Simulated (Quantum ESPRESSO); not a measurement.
# GaHf3O7F: input and log of a self-consistent run

A calculation, not a measurement. The program is pw.x of Quantum ESPRESSO 7.5 (plane-wave density functional theory). The cell is made up: 12 atoms on a fluorite lattice, with randomly drawn elements, strain and displacements, not relaxed. PseudoDojo standard norm-conserving files (v0.5 for PBE, v0.4.1 for LDA and PBEsol) set the functional; there is no spin polarisation, spin-orbit coupling or dispersion term, and the masses in the input are unused placeholders.

The hafnium pseudopotential is less sure than the others, with forces about 3 percent (worst 6) and pressure in oxides about 1.5 GPa (worst 2.7) from a second method in checks, which no rerun with the same files tests.

Input:

```
&control calculation='scf', pseudo_dir='./dojo.nc.sr.pbe.v0_5.standard.upf', outdir='./o', disk_io='medium', tprnfor=.true., tstress=.true. /
&system ibrav=0, nat=12, ntyp=4, nbnd=55, ecutwfc=105.61755193, nosym=.true., tot_charge=0,
 occupations='smearing', smearing='fd', degauss=0.0018374661
/
&electrons conv_thr=7.350e-09, electron_maxstep=60, /
ATOMIC_SPECIES
F 1.0 F.upf
Ga 1.0 Ga.upf
Hf 1.0 Hf.upf
O 1.0 O.upf
CELL_PARAMETERS angstrom
5.0098 0.0 0.0
0.0 5.0098 0.0
0.0 0.0 5.0098
ATOMIC_POSITIONS angstrom
Ga 0.0119 -0.0248 -0.021
Hf -0.0074 2.48 2.469
Hf 2.5002 0.0302 2.4919
Hf 2.4667 2.502 0.0023
O 1.2449 1.2075 1.1935
O 1.2242 1.245 3.7449
O 1.2654 3.747 1.2526
O 1.2348 3.7947 3.773
O 3.7575 1.257 1.2325
O 3.7601 1.2643 3.72
O 3.7548 3.79 1.2604
F 3.821 3.7725 3.7768
K_POINTS automatic
6 6 6 1 1 1
```

The log is shortened where brackets say so; the opening notice, blank lines, dates and the lines on written files are dropped, and the path of the files is cut. It prints rydbergs, bohrs and kilobars, and counts compression as positive stress. With no partly filled state, the Fermi energy that it prints is only some level between the filled and the empty states on the mesh, and need not lie in the true gap.

```
     Program PWSCF v.7.5
     Parallel version (MPI & OpenMP), running on       1 processor cores
     Number of MPI processes:                 1
     Threads/MPI process:                     1
     [start-up lines left out]
     bravais-lattice index     =            0
     lattice parameter (alat)  =       9.4671  a.u.
     unit-cell volume          =     848.5116 (a.u.)^3
     number of atoms/cell      =           12
     number of atomic types    =            4
     number of electrons       =        98.00
     number of Kohn-Sham states=           55
     kinetic-energy cutoff     =     105.6176  Ry
     charge density cutoff     =     422.4702  Ry
     scf convergence threshold =      7.3E-09
     mixing beta               =       0.7000
     number of iterations used =            8  plain     mixing
     Exchange-correlation= PBE
                           (   1   4   3   4   0   0   0)
     [axes and pseudopotential details left out]
   Cartesian axes
     site n.     atom                  positions (alat units)
         1        Ga     tau(   1) = (   0.0023753  -0.0049503  -0.0041918  )
         2        Hf     tau(   2) = (  -0.0014771   0.4950297   0.4928340  )
         3        Hf     tau(   3) = (   0.4990618   0.0060282   0.4974051  )
         4        Hf     tau(   4) = (   0.4923749   0.4994211   0.0004591  )
         5        O      tau(   5) = (   0.2484930   0.2410276   0.2382331  )
         6        O      tau(   6) = (   0.2443611   0.2485129   0.7475149  )
         7        O      tau(   7) = (   0.2525849   0.7479340   0.2500299  )
         8        O      tau(   8) = (   0.2464769   0.7574554   0.7531239  )
         9        O      tau(   9) = (   0.7500299   0.2509082   0.2460178  )
        10        O      tau(  10) = (   0.7505489   0.2523654   0.7425446  )
        11        O      tau(  11) = (   0.7494910   0.7565172   0.2515869  )
        12        F      tau(  12) = (   0.7627051   0.7530241   0.7538824  )
     number of k points=   108  Fermi-Dirac smearing, width (Ry)=  0.0018
     Number of k-points >= 100: set verbosity='high' to print them.
     Dense  grid:   124289 G-vectors     FFT dimensions: (  64,  64,  64)
     Estimated max dynamical RAM per process >     214.63 MB
     Initial potential from superposition of free atoms
     starting charge      97.9917, renormalised to      98.0000
     Starting wfcs are   71 randomized atomic wfcs
     total cpu time spent up to now is       84.4 secs
     per-process dynamical memory:   121.8 Mb
     Self-consistent Calculation
     iteration #  1     ecut=   105.62 Ry     beta= 0.70
     Davidson diagonalization with overlap
     ethr =  1.00E-02,  avg # of iterations =  2.0
     total cpu time spent up to now is      295.8 secs
     total energy              =    -771.61517473 Ry
     estimated scf accuracy    <       4.00219888 Ry
     iteration #  2     ecut=   105.62 Ry     beta= 0.70
     Davidson diagonalization with overlap
     ethr =  4.08E-03,  avg # of iterations =  4.5
     total cpu time spent up to now is      527.3 secs
     total energy              =    -772.13155824 Ry
     estimated scf accuracy    <       6.56770001 Ry
     iteration #  3     ecut=   105.62 Ry     beta= 0.70
     Davidson diagonalization with overlap
     ethr =  4.08E-03,  avg # of iterations =  2.9
     total cpu time spent up to now is      702.6 secs
     total energy              =    -773.47788553 Ry
     estimated scf accuracy    <       0.08455950 Ry
     iteration #  4     ecut=   105.62 Ry     beta= 0.70
     Davidson diagonalization with overlap
     ethr =  8.63E-05,  avg # of iterations =  5.5
     total cpu time spent up to now is      946.5 secs
     total energy              =    -773.52842235 Ry
     estimated scf accuracy    <       0.07165671 Ry
     iteration #  5     ecut=   105.62 Ry     beta= 0.70
     Davidson diagonalization with overlap
     ethr =  7.31E-05,  avg # of iterations =  4.3
     total cpu time spent up to now is     1142.4 secs
     total energy              =    -773.53761243 Ry
     estimated scf accuracy    <       0.00996015 Ry
     [iterations 6 to 9 left out]
     iteration # 10     ecut=   105.62 Ry     beta= 0.70
     Davidson diagonalization with overlap
     ethr =  3.17E-08,  avg # of iterations =  1.8
     total cpu time spent up to now is     1947.9 secs
     total energy              =    -773.54108975 Ry
     estimated scf accuracy    <       0.00001149 Ry
     iteration # 11     ecut=   105.62 Ry     beta= 0.70
     Davidson diagonalization with overlap
     ethr =  1.17E-08,  avg # of iterations =  2.8
     total cpu time spent up to now is     2061.4 secs
     total energy              =    -773.54109218 Ry
     estimated scf accuracy    <       0.00000011 Ry
     iteration # 12     ecut=   105.62 Ry     beta= 0.70
     Davidson diagonalization with overlap
     c_bands:  1 eigenvalues not converged
     ethr =  1.12E-10,  avg # of iterations =  6.1
     total cpu time spent up to now is     2311.0 secs
     total energy              =    -773.54109240 Ry
     estimated scf accuracy    <       0.00000043 Ry
     iteration # 13     ecut=   105.62 Ry     beta= 0.70
     Davidson diagonalization with overlap
     ethr =  1.12E-10,  avg # of iterations =  3.0
     total cpu time spent up to now is     2472.2 secs
     total energy              =    -773.54109239 Ry
     estimated scf accuracy    <       0.00000009 Ry
     iteration # 14     ecut=   105.62 Ry     beta= 0.70
     Davidson diagonalization with overlap
     ethr =  9.32E-11,  avg # of iterations =  3.3
     total cpu time spent up to now is     2647.6 secs
     End of self-consistent calculation
     Number of k-points >= 100: set verbosity='high' to print the bands.
     the Fermi energy is    12.7064 ev
!    total energy              =    -773.54109241 Ry
     estimated scf accuracy    <          3.3E-10 Ry
     smearing contrib. (-TS)   =      -0.00000000 Ry
     internal energy E=F+TS    =    -773.54109241 Ry
     The total energy is F=E-TS. E is the sum of the following terms:
     one-electron contribution =    -144.32620920 Ry
     hartree contribution      =     141.12129709 Ry
     xc contribution           =    -197.99253998 Ry
     ewald contribution        =    -572.34364032 Ry
     convergence has been achieved in  14 iterations
     Forces acting on atoms (cartesian axes, Ry/au):
     atom    1 type  2   force =     0.05059279    0.05231843    0.05209352
     atom    2 type  3   force =     0.06589754   -0.05549564   -0.06174933
     atom    3 type  3   force =    -0.05970111    0.05371964   -0.06201625
     atom    4 type  3   force =    -0.05136406   -0.05937131    0.05866824
     atom    5 type  4   force =     0.00415886    0.01573358    0.02008611
     atom    6 type  4   force =     0.01069409    0.01845539   -0.01045605
     atom    7 type  4   force =    -0.00291129   -0.01729515    0.00729859
     atom    8 type  4   force =     0.00968988   -0.00755468    0.00079562
     atom    9 type  4   force =    -0.00148439    0.01170806   -0.00666639
     atom   10 type  4   force =    -0.01049439   -0.00360904    0.01525465
     atom   11 type  4   force =     0.01028142   -0.00594208   -0.01024736
     atom   12 type  1   force =    -0.02535934   -0.00266720   -0.00306136
     Total force =     0.205760     Total SCF correction =     0.000069
     Computing stress (Cartesian axis) and pressure
          total   stress  (Ry/bohr**3)                   (kbar)     P=       66.02
   0.00045402   0.00000842   0.00000714           66.79        1.24        1.05
   0.00000842   0.00044662   0.00000070            1.24       65.70        0.10
   0.00000714   0.00000070   0.00044567            1.05        0.10       65.56
     init_run     :     76.66s CPU     84.20s WALL (       1 calls)
     electrons    :   2470.53s CPU   2563.25s WALL (       1 calls)
     forces       :     23.74s CPU     23.98s WALL (       1 calls)
     stress       :    112.64s CPU    118.02s WALL (       1 calls)
     [timing details left out]
     PWSCF        :  44m44.21s CPU  46m32.78s WALL
     JOB DONE.
```

In other units: free energy -10524.563 eV for the cell, pressure 6.60 GPa, largest force component 1.694 eV/Å. This run is the check on a run of the same cell at a cutoff of 1143 eV and k mesh 4 x 4 x 4: rerunning at a cutoff of 1437 eV and k mesh 6 x 6 x 6 moved values by no more than 0.002 eV in energy, 0.04 GPa in stress and 0.004 eV/Å in force.